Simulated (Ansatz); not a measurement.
Li₅SbO₅ (space group C2/m)

```
Li5SbO5
1.0
    4.83634    -2.01433     0.00000
    4.83634     2.01433     0.00000
   -1.88344     0.00000     5.48574
Li Sb O
5 1 5
Direct
  0.28831   0.28831   0.65711
  0.71169   0.71169   0.34289
  0.00000   0.00000   0.50000
  0.68856   0.68856   0.86004
  0.31144   0.31144   0.13996
  0.00000   0.00000   0.00000
  0.14502   0.14502   0.82575
  0.85498   0.85498   0.17425
  0.50000   0.50000   0.00000
  0.84209   0.84209   0.68145
  0.15791   0.15791   0.31855
```

The slice is a (100) plane (indices of the conventional cell) through the point (0.500, 0.500, 0.000) (fractional), spanned by u = [1 -1 0] and v = [001] in vectors of this cell: u (4.03 Å) and v (5.80 Å, at 90° to u). It covers one period; positions are fractions (u, v).

The numbers are results of PBEsol (plane waves to 420 eV, PAW, scalar-relativistic; Ansatz, a first-principles code), not measurements. k mesh 7×7×5. These are valence fields of a PAW run, semicore shells included where kept as valence: close to a nucleus they are smooth pseudo fields. Li5SbO5 was relaxed with its symmetry unable to fall. Spin-orbit coupling is left out, though Sb is heavy.

Task: What is the ELF at the midpoint of the shortest Sb–O line in this plane (2.01 Å)?

Result: 0.3.

Task: What is the valence density on the shortest Sb–O line in this plane (2.01 Å), at its midpoint?

Result: 0.73 e/Å³.

Task: Sketch the electron localisation function (ELF) on this plane as a map.

Result: 
```
|xx%%%%++::..  xx  ..::++%%%%|
|@@@@%%--::::......::::--%%@@|
|%%%%++::..::::::::::..::++%%|
|++==..  ..............  ..==|
|::..      ..........      ..|
|                            |
|                            |
|              ..            |
|          ..@@xx@@..        |
|          ++xxxxxx++        |
|          ..@@xx@@..        |
|              ..            |
|                            |
|                            |
|::..      ..........      ..|
|++==..  ..............  ..==|
|%%%%++::..::::::::::..::++%%|
|@@@@%%--::::......::::--%%@@|
|xx%%%%++::..  xx  ..::++%%%%|
|xxxx%%++::..xxxxxx..::++%%xx|
```
Scale: ten equal steps from 0.00 (start of ' ') to 0.89 (end of '@'), in the order ' .:-=+*#%@'. Values: electron localisation function (ELF). The map has 14 points along u (two characters each, u = 0 at the left) and 20 along v (v = 0 in the bottom row). Points within 0.4 Å of a nucleus are blanked (x), as the pseudised field means little there.
